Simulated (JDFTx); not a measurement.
System: hydrogen selenide, H2Se (SMILES [SeH2]), charge 0, multiplicity 1; geometry: optimised with GFN2-xTB in vacuum (no frequencies checked; largest PBE force component 1.4 eV/Å). Coordinates in Å:
```
Se    0.00   -0.50    0.00
H     1.03    0.50    0.00
H    -1.03    0.50    0.00
```

Method: PBE, GBRV ultrasoft potentials, plane waves to 20/100 Ha, in JDFTx (a modified build). Liquid: CANDLE, water, 2 M NaCl. The liquid run sits in a periodic box with 3.75 Å from the outermost atoms to the faces; the vacuum run is isolated. The box matters at about 0.01 eV. The solvation energy is E(in liquid) − E(vacuum) at fixed geometry, with no thermal, conformational or standard-state terms added.

The values are those of the intact species: the continuum can't coordinate to it or react with it.

Question: Estimate the solvation energy and its parts.

Answer: The solvation energy is -0.4 kcal/mol. The part: cavitation term of the fluid comes out as 7.4 kcal/mol and the part: dispersion term of the fluid is -5.3 kcal/mol. The part: electrostatic term of the fluid comes out as -3.1 kcal/mol. The part: distortion of the solute's electrons comes out as 0.6 kcal/mol and the dipole moment in vacuum is 0.59 D. The dipole moment in the liquid comes out as 0.95 D, the highest occupied level in vacuum (zero: vacuum level) is -5.91 eV and the highest occupied level in the liquid (zero: bulk electrolyte) comes out as -5.73 eV.
